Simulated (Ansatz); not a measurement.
**LiGeN: computed property card**

LiGeN:
```xyz
6
Lattice="2.9869 0.0000 0.0000 -1.4935 2.5868 0.0000 0.0000 0.0000 9.3538" Properties=species:S:1:pos:R:3 pbc="T T T"
Li     1.4935     0.8623     6.9521
Li     0.0000     1.7245     2.2752
Ge     0.0000     0.0000     4.6658
Ge     0.0000     0.0000     9.3427
N      0.0000     1.7245     5.6365
N      1.4935     0.8623     0.9596
```

Space group P6_3mc (No. 186); conventional cell a = b = 2.987 Å, c = 9.354 Å, α = β = 90.00°, γ = 120.00°.

Method: r²SCAN (plane waves, PAW; program Ansatz). Geometry: relaxed at this level of theory. Other levels are named where they apply.

**Cell and energy**

```
Quantity                                                      Result
-----------------------------------------------------  -------------
Volume per atom                                             12.05 Å³
Density                                                   4.30 g/cm³
Formation energy from the elements (no fitted shifts)  -0.37 eV/atom
```

**Electronic structure**

```
Quantity                                                                    Value
----------------------------------------  ---------------------------------------
Band gap                                                       1.83 eV (indirect)
Valence-band maximum                      on the K–Γ line, 55 % of the way from K
Conduction-band minimum                               at M (3 equivalent valleys)
Smallest direct gap on the standard path                                  2.81 eV
Electron effective mass                    0.39, 0.51, 0.70 mₑ (principal values)
Hole effective mass                           0.40, 1.4, 13 mₑ (principal values)
HSE06 gap on the r²SCAN cell                                              2.23 eV
Gap with spin–orbit coupling                                              1.83 eV
```

**Mechanics**

```
Item                                                                                                            Value
-----------------------------------------------------------  --------------------------------------------------------
Bulk modulus (Birch–Murnaghan fit)                                                                           73.4 GPa
Pressure derivative B′                                                                                            5.0
Elastic constants (relaxed ions, GPa)                        C11 = 263, C12 = 52.3, C13 = 11.3, C33 = 123, C44 = 18.6
Mechanical stability                                                           stable (all eigenvalues of C positive)
Hill bulk and shear moduli                                                                          81.6 and 51.1 GPa
Young's modulus                                                                                               127 GPa
Poisson's ratio                                                                                                  0.24
Debye temperature from the elastic constants                                                                    497 K
Piezoelectric stress constants (proper, relaxed ions, C/m²)         e15 = e24 = -0.67, e31 = e32 = -0.17, e33 = -0.61
```

**Dielectric response**

```
Item                                                                              Value
--------------------------------------------------------  -----------------------------
Electronic dielectric constant ε∞ (DFPT)                      7.95 (xx = yy), 5.35 (zz)
Static dielectric constant ε0 (ions relaxed, cell fixed)      17.1 (xx = yy), 11.5 (zz)
Born charges (a third of the trace)                       Li +1.21, Ge +1.73, N -2.95 e
```

**Phonons**

```
Property                                                             Value
--------------------------------------------------  ----------------------
Highest zone-centre frequency (without LO–TO term)               657 cm^-1
Zone-centre stability                               no imaginary mode at Γ
```

**Charges**

```
Property                               Value
-------------  -----------------------------
Bader charges  Li +0.89, Ge +0.86, N -1.74 e
```

The workflow started from a Materials Project entry (that database holds measured and hypothetical structures alike); the Crystallography Open Database copy checked does not list it. Its standing as an ambient phase is unchecked. Symmetry was held in the r²SCAN relaxation. Signs of piezoelectric constants follow the polarity of the cell as given. The references are the lowest solids computed at this level, not always the standard phases (solids in place of the gases). Scalar-relativistic: spin–orbit coupling is off unless named, which matters more the heavier the elements.

Potentials: the later of the program's two PAW sets.
